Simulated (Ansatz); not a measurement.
ZnF2 (rutile, space group No. 136), the program Ansatz at the PBE level (PAW). The conduction-band minimum lies at Γ, with 1 equivalent valley. Second derivatives d²E/dk² of the lowest band at one valley (eV·Å²), along Cartesian directions:

```csv
direction,d²E/dk²
[100],17.00
[010],17.00
[001],18.75
[110],17.00
[101],17.87
[011],17.87
```

Problem. Find the principal effective masses, the density-of-states mass and the conductivity mass.

Solution. Off-diagonal terms follow from H_xy = H[110] − (H_xx + H_yy)/2, and m*/mₑ = 7.620 eV·Å² over each eigenvalue: 0.41, 0.45, 0.45. One valley's DOS mass (m₁m₂m₃)^(1/3) = 0.43, conductivity mass 3/(Σ 1/mᵢ) = 0.43 mₑ.

Problem. What effective density of states Nc follows at 300 K for parabolic valleys?

Solution. Nc = 2.509e19 × 1 × (0.43)^(3/2) ≈ 7.1e18 cm⁻³.

Space group P4_2/mnm (rutile). Symmetry was held in the PBE relaxation.

Potentials: the later of the program's two PAW sets.

Edges and masses are those of Kohn–Sham bands, whose gap is no quasiparticle gap.
